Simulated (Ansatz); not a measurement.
A bilayer cut from bulk SnSe₂ (CdI2 type), in the bulk's stacking and in-plane cell, with 15 Å of vacuum. The upper layer (atoms 4 to 6) slides over the lower.

```
CELL_PARAMETERS angstrom
      3.84028     0.00000     0.00000
      1.92014     3.32578     0.00000
      0.00000     0.00000    24.19269
ATOMIC_POSITIONS crystal
  Se 0.66667 0.66667 0.31048
  Sn 0.00000 0.00000 0.37639
  Se 0.33333 0.33333 0.44233
  Se 0.66667 0.66667 0.55767
  Sn 0.00000 0.00000 0.62361
  Se 0.33333 0.33333 0.68952
```

In-plane vectors a = (3.840, 0.000) Å, b = (1.920, 3.326) Å, area 12.77 Å². The shift is s times the vector a (length 3.840 Å), so s = 1 restores the start. Atoms relax along the normal only. γ = [E(shift) − E(0)] / area.

The numbers are results of PBE-D3(BJ) (plane waves to 420 eV, PAW, scalar-relativistic; Ansatz, a first-principles code), not measurements. k mesh 10×10×1 (Γ-centred), Fermi-Dirac smearing 0.05 eV. E is the zero-smearing estimate. SnSe2 was relaxed with its symmetry unable to fall. γ is measured from zero shift.

The scan covers s from 0.000 to 0.917 in 12 points.

Q: Does γ have a local minimum between the ends of the line, and at which s?

A: No computed point is one.

Q: At which s is γ highest?

A: s = 0.500.

Q: By how much does the gap between the layers widen from the lowest to the highest stacking on this line?

A: 0.6 Å.

Q: What is the highest γ among twelve even steps of s?

A: 114 mJ/m².

Q: Which atoms are eclipsed at s = 0.500?

A: No atom directly above another.

(The slope of γ gives the shear force per area between the displaced halves; near zero shift its curvature is an elastic stiffness.)
